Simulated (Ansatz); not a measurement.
Total density of states per atom from r²SCAN+D4 in the plane-wave PAW code Ansatz, in 0.25 eV bins, energy from the valence-band maximum:

```tsv
E (eV)	states/eV/atom
-7.85	0.23
-7.60	0.21
-7.35	0.18
-7.10	0.17
-6.85	0.16
-6.60	0.19
-6.35	0.26
-6.10	0.26
-5.85	0.27
-5.60	0.28
-5.35	0.28
-5.10	0.34
-4.85	0.41
-4.60	0.44
-4.35	0.41
-4.10	0.67
-3.85	0.69
-3.60	0.51
-3.35	0.48
-3.10	0.50
-2.85	0.42
-2.60	0.50
-2.35	0.42
-2.10	0.43
-1.85	0.37
-1.60	0.30
-1.35	0.27
-1.10	0.26
-0.85	0.24
-0.60	0.21
-0.35	0.15
-0.10	0.10
0.15	0.00
0.40	0.00
0.65	0.00
0.90	0.05
1.15	0.26
1.40	0.21
1.65	0.21
1.90	0.23
2.15	0.24
2.40	0.25
2.65	0.21
2.90	0.19
3.15	0.27
3.40	0.43
3.65	0.45
3.90	0.49
4.15	0.57
4.40	0.58
4.65	0.64
4.90	0.54
5.15	0.48
5.40	0.43
5.65	0.42
```

### Question
Which of these materials gives this?
A. GaN, P6_3/mmc (Ga on 2d, N on 2b)
B. B, Cmce (B on 8f)
C. BP, P6_3/mmc (B on 2c, P on 2d)
D. LiF, P6_3/mmc (Li on 2c, F on 2d)

### Answer
C, BP, P6_3/mmc (B on 2c, P on 2d). Top 1 eV of the valence band: P 3p 79 %, B 2p 21 %. Bottom 1 eV of the conduction band: B 2p 71 %, P 3p 21 %, outside the projected shells 8 %. Projections are on Löwdin-orthogonalised atomic valence shells; empty p or d shells of many metals are not among them.

The start of the workflow was typed in or built on a structure type; neither database checked (COD, Materials Project) lists it. It is not the phase usual at ambient conditions (space group No. 216). Symmetry was held in the r²SCAN+D4 relaxation; whether a distortion lowers the energy is not shown.

Potentials: the later of the program's two PAW sets.
